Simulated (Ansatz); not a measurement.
System: Rh₂Au (cadmium iodide prototype, strained and with displaced atoms), 3 atoms in the cell.

```
CELL_PARAMETERS angstrom
3.79351 -0.07198 0.09718
-1.95909 3.14667 -0.02361
0.15869 0.04710 5.98258
ATOMIC_POSITIONS crystal
Au 0.63518 0.28088 0.84427
Rh 0.99438 0.98084 0.09461
Rh 0.31609 0.67215 0.59990
```

Code and potentials: Ansatz PAW hard set, 700 eV. Settings of the plain PBE run: k-mesh 3×3×1 Γ-centred; Fermi–Dirac smearing of 0.15 eV; no spin polarisation; no spin–orbit coupling.

One run gave:

```
Pressure : -5.51 GPa
```

| atom | Fx (eV/Å) | Fy (eV/Å) | Fz (eV/Å) |
| --- | --- | --- | --- |
| Au1 | 0.272 | 1.778 | 0.726 |
| Rh2 | -1.000 | -0.416 | 0.692 |
| Rh3 | 0.729 | -1.362 | -1.418 |

Q: Which level of theory was it?
A. PBE
B. PBE with spin–orbit coupling

A: B. All runs:

```tsv
level	pressure (GPa)	rms force (eV/Å)
PBE	-5.14	1.833
PBE with spin–orbit coupling	-5.51	1.808
```

The stress includes the program's correction for the finite plane-wave basis.

The k-mesh is coarse, so these values belong to this mesh and can lie far from the converged ones. The elements were drawn onto a prototype; most such cells aren't known phases.
